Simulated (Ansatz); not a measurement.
Data:

HfRh₃:
```
HfRh3
1.0
    3.89504     0.00000     0.00000
    0.00000     3.89504     0.00000
    0.00000     0.00000     3.89504
Hf Rh
1 3
Direct
  0.00000   0.00000   0.00000
  0.50000   0.00000   0.50000
  0.00000   0.50000   0.50000
  0.50000   0.50000   0.00000
```

This is the PBEsol-relaxed structure.

Task: All from the program Ansatz at the PBEsol level (PAW), unless another level is named. Estimate the Debye temperature from the elastic constants.

Result: 411 K.

Task: What about the highest zone-centre frequency?

Result: 210 cm⁻¹.

Space group Pm-3m (Cu3Au type). The workflow started from a Materials Project entry (that database holds measured and hypothetical structures alike); the Crystallography Open Database files this formula in space group No. 221, but the cells were not matched. Its standing as an ambient phase is unchecked. The cell was relaxed with PBEsol under the symmetry of its start; of distortions, only those at the zone centre were tested. No spin polarisation was allowed. As this level gives no gap, shear constants depend on the k-mesh and smearing (Fermi–Dirac, 0.1 eV here). As this level gives no gap, phonon frequencies hold no LO–TO term and depend on the k-mesh and smearing (Fermi–Dirac, 0.1 eV here). Spin–orbit coupling is left out wherever it is not named.

Potentials: the later of the program's two PAW sets.
